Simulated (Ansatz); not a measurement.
Ansatz input file:

```yaml
crystal:
  lattice:
    - [3.4714970532, 0.0, 0.0]
    - [-1.7357485266, 3.0064046372, 0.0]
    - [0.0, 0.0, 36.9805323605]
  atoms:
    - { symbol: Te, position: [0.3333333333, 0.6666666667, 0.8582692113] }
    - { symbol: Te, position: [0.3333333333, 0.6666666667, 0.2306020697] }
    - { symbol: Te, position: [0.6666666667, 0.3333333333, 0.6723277457] }
    - { symbol: Te, position: [0.6666666667, 0.3333333333, 0.0445601677] }
    - { symbol: Te, position: [0.6666666667, 0.3333333333, 0.7693979303] }
    - { symbol: Te, position: [0.6666666667, 0.3333333333, 0.1417307887] }
    - { symbol: Te, position: [0.3333333333, 0.6666666667, 0.9554398323] }
    - { symbol: Te, position: [0.3333333333, 0.6666666667, 0.3276722543] }
    - { symbol: Mo, position: [0.3333333333, 0.6666666667, 0.7207834795] }
    - { symbol: Mo, position: [0.3333333333, 0.6666666667, 0.0931456056] }
    - { symbol: Mo, position: [0.6666666667, 0.3333333333, 0.9068543944] }
    - { symbol: Mo, position: [0.6666666667, 0.3333333333, 0.2792165205] }
basis:
  ecutwfc: 420
kpoints:
  mp_grid: { grid: [12, 12, 1] }
  band_path:
    path:
      - [[0.0, 0.0, 0.0], [0.5, 0.0, 0.0], [0.33333333, 0.33333333, 0.0], [0.0, 0.0, 0.0], [0.0, 0.0, 0.5], [0.5, 0.0, 0.5], [0.33333333, 0.33333333, 0.5], [0.0, 0.0, 0.5]]
      - [[0.5, 0.0, 0.5], [0.5, 0.0, 0.0]]
      - [[0.33333333, 0.33333333, 0.5], [0.33333333, 0.33333333, 0.0]]
    npoints: 10
hamiltonian:
  xc: lda
scf:
  occupations: { method: gaussian, width: 0.02 }
  n_extra_bands: 30
output:
  forces: true
  stress: true
  eigenvalues: true
  populations: true
  dos: { projected: true, de: 0.02, nscf_kmesh: { grid: [18, 18, 2] } }
  bader: false
  write_density: true
  write_potential: true
  elf: true
  volumetric_format: npy
```

Launched with
```bash
ansatz run input.yaml --threads 2 --pin off --max-ram 5120MiB --backend cpu --events-out ev --progress --plain --runs-dir out
```

Theory: DFT LDA, scalar-relativistic, plane waves, PAW (Ansatz).

From the run's log, abridged (final results; tables in files aren't shown):

```
SCF 1 converged in 11 iterations: F = -73992.355922 eV  dr2 = 2.07e-8
WARN: The output density's exchange-correlation potential varies sharply where the density is thin. Do not read a vacuum level from v_tot or v_xc, or from such a field of the output density. On a cell that repeats whose density bears no net charge and no dipole along the vacuum's axis use v_es (v_loc + v_h of the components); under efield.dipole_correction with no amplitude use v_es + v_field, which holds any external_charges[].barrier, or the levels of the report's work_function block, which leave it out; under a non-zero efield.amplitude the vacuum is tilted and has no level; on a cell that repeats and bears such a dipole with no correction it is tilted too, and efield.dipole_correction wi ...
SCF converged after 11 iterations
Free energy (F): -73992.355922 eV
Harris-Foulkes:  -73992.355922 eV  (|F-HF|=1.28e-8)
Internal energy: -73992.355922 eV  (E = F + TS)
E sigma→0 (E₀):  -73992.355922 eV
Fermi energy:    8.725875 eV
--- Per-component energies (eV) ---
  E_band       = -3042.211858
  E_kinetic    = 3238.142560
  E_local      = -140780.128820  (includes V_loc(G=0)·N_el)
  E_nonlocal   = -1840.338532
  E_hartree    = 70880.189015
  E_xc         = -1728.084163
  E_vxc        = -1763.551738  (∫ρ·V_xc dr)
  E_paw        = -48442.841127  (= ΣΔE_a)
  E_vpaw       = -3656.667667  (= ΣTr[D̂ρ^β])
  E_aug_tail   = -0.001344  (compensation charges beyond the density's cutoff)
  E_ewald      = 44673.385933
  E_core_change = 7.320554  (= ΣΔE_core)
  E_smearing   =  0.000000  (= −TS)
--- Forces (eV/Å), atoms counted from 1 ---
  atom   1  Te     0.00000000     0.00000000     0.00118820
  atom   2  Te     0.00000000     0.00000000     0.00051235
  atom   3  Te     0.00000000     0.00000000     0.00066379
  atom   4  Te     0.00000000     0.00000000     0.00049497
  atom   5  Te     0.00000000     0.00000000    -0.00051235
  atom   6  Te     0.00000000     0.00000000    -0.00118820
  atom   7  Te     0.00000000     0.00000000    -0.00049497
  atom   8  Te     0.00000000     0.00000000    -0.00066379
  atom   9  Mo     0.00000000     0.00000000     0.00070997
  atom  10  Mo     0.00000000     0.00000000     0.00019602
  atom  11  Mo     0.00000000     0.00000000    -0.00019602
  atom  12  Mo     0.00000000     0.00000000    -0.00070997
--- Stress (GPa, compression-positive) ---
       -0.004122       0.000000       0.000000
        0.000000      -0.004122       0.000000
        0.000000       0.000000      -0.009643
  P = ⅓ Tr σ = -0.0060 GPa (-0.060 kbar)
--- Band table (eV; the first three rows and the last of 19) ---
  k-point 0: bands = ["-52.3010", "-52.3010", "-52.2963", "-52.2963", "-28.2670", "-28.2670", "-28.2668", "-28.2668", "-28.2550", "-28.2550", "-28.2550", "-28.2550", "-28.2528", "-28.2528", "-28.2526", "-28.2526", "-28.2364", "-28.2364", "-28.2364", "-28.2364", "-28.2010", "-28.2010", "-28.2000", "-28.2000", "-28.1899", "-28.1899", "-28.1891", "-28.1891", "-28.1881", "-28.1881", "-28.1878", "-28.1878", "-28.1822", "-28.1814", "-28.1726", "-28.1716", "-28.1701", "-28.1700", "-28.1662", "-28.1662", "-28.1662", "-28.1662", "-28.1456", "-28.1456", "-26.5525", "-26.5525", "-26.5500", "-26.5500", "-26.3587", "-26.3587", "-26.3587", "-26.3587", "-26.3529", "-26.3529", "-26.3529", "-26.3529", "-4.95 ...
  k-point 1: bands = ["-52.3002", "-52.3002", "-52.2955", "-52.2955", "-28.2662", "-28.2660", "-28.2652", "-28.2650", "-28.2546", "-28.2545", "-28.2542", "-28.2540", "-28.2532", "-28.2532", "-28.2511", "-28.2509", "-28.2375", "-28.2375", "-28.2347", "-28.2347", "-28.2016", "-28.2015", "-28.2006", "-28.2006", "-28.1920", "-28.1909", "-28.1901", "-28.1895", "-28.1893", "-28.1892", "-28.1885", "-28.1880", "-28.1813", "-28.1806", "-28.1716", "-28.1707", "-28.1696", "-28.1695", "-28.1678", "-28.1677", "-28.1665", "-28.1665", "-28.1447", "-28.1447", "-26.5467", "-26.5467", "-26.5441", "-26.5441", "-26.3699", "-26.3699", "-26.3641", "-26.3641", "-26.3607", "-26.3607", "-26.3549", "-26.3549", "-4.84 ...
  k-point 2: bands = ["-52.2981", "-52.2981", "-52.2935", "-52.2935", "-28.2640", "-28.2638", "-28.2603", "-28.2601", "-28.2586", "-28.2583", "-28.2537", "-28.2537", "-28.2483", "-28.2483", "-28.2465", "-28.2463", "-28.2404", "-28.2404", "-28.2301", "-28.2301", "-28.2033", "-28.2027", "-28.2022", "-28.2022", "-28.1976", "-28.1965", "-28.1922", "-28.1922", "-28.1910", "-28.1906", "-28.1894", "-28.1886", "-28.1790", "-28.1786", "-28.1730", "-28.1730", "-28.1689", "-28.1681", "-28.1672", "-28.1672", "-28.1667", "-28.1667", "-28.1423", "-28.1423", "-26.5310", "-26.5310", "-26.5283", "-26.5283", "-26.4004", "-26.4004", "-26.3947", "-26.3947", "-26.3663", "-26.3663", "-26.3605", "-26.3605", "-4.54 ...
  k-point 18: bands = ["-52.2881", "-52.2881", "-52.2835", "-52.2835", "-28.2765", "-28.2765", "-28.2631", "-28.2631", "-28.2492", "-28.2486", "-28.2386", "-28.2386", "-28.2382", "-28.2379", "-28.2367", "-28.2367", "-28.2238", "-28.2238", "-28.2221", "-28.2218", "-28.2216", "-28.2209", "-28.2076", "-28.2076", "-28.2073", "-28.2073", "-28.1966", "-28.1954", "-28.1954", "-28.1953", "-28.1953", "-28.1950", "-28.1758", "-28.1758", "-28.1739", "-28.1739", "-28.1730", "-28.1730", "-28.1604", "-28.1604", "-28.1567", "-28.1567", "-28.1322", "-28.1322", "-26.4942", "-26.4942", "-26.4888", "-26.4888", "-26.4577", "-26.4577", "-26.4543", "-26.4543", "-26.4436", "-26.4436", "-26.4376", "-26.4376", "-2.2 ...
--- Löwdin populations: 12 sites ---
  site symbol q [e]
     0     Te     15.8593
     1     Te     15.8624
     2     Te     15.8595
     3     Te     15.8599
     4     Te     15.8624
     5     Te     15.8593
     6     Te     15.8599
     7     Te     15.8595
     8     Mo     14.0818
     9     Mo     14.0839
    10     Mo     14.0839
    11     Mo     14.0818
  spilling = 0.004275 (of n_electrons = 184.000000)
```

Self-consistency was reached.

It took 110 s on 2 threads of Intel(R) Xeon(R) 6975P-C (Granite Rapids), with other jobs on the host, peak memory 2.4 GiB.

The cell holds layers, and where no dispersion correction was added their binding is poorly described.